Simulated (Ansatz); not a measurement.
Suppose Al3B2P takes space group Cmmm (No. 65), with Al on 4j and 2c; B on 4f; P on 2a.

The calculation used DFT PBE, scalar-relativistic, plane waves, PAW (Ansatz 0.2.0). Cutoff 420 eV, Γ-centred mesh, Gaussian smearing, no spin polarisation.

Formation energies are uncorrected and refer to the elements' standard structures at the same level. The references include black phosphorus.

Q: Give the relaxed lattice parameters and positions.

A:

Space group Cmmm (No. 65). a = 7.716 Å, b = 8.715 Å, c = 3.637 Å, α = 90.00°, β = 90.00°, γ = 90.00°
```tsv
atom	site	symmetry	x	y	z
Al	4j	m2m	0.5000	0.6726	0.5000
Al	2c	mmm	0.5000	0.0000	0.5000
B	4f	..2/m	0.2500	0.2500	0.5000
P	2a	mmm	0.0000	0.0000	0.0000
```

Al on a site of symmetry m2m has 2 B at 2.04 Å, 2 P at 2.36 Å and 2 Al at 2.85–3.01 Å; Al on a site of symmetry mmm has 2 Al at 2.85 Å and 4 B at 2.91 Å; B has 2 Al at 2.04 Å and 2 Al at 2.91 Å; around P lie 4 Al at 2.36 Å. Another local minimum with the same sites may exist.

Q: And its energy and gap?

A: The energy over the elements is +1.05 eV/atom. The gap on the 8×8×10 mesh of the 6-atom cell is 0 eV (a metal). A positive value: parting into the elements would lower its energy.

The last run used Gaussian smearing of 0.10 eV. The reference form of P is held partly by dispersion forces, which this level lacks. Symmetry constrained the relaxation, so the result can be a saddle point. Another cell of Al3B2P relaxed alike, in P-3m1, lies 0.75 eV/atom lower, so this cell isn't the stable form at this level.
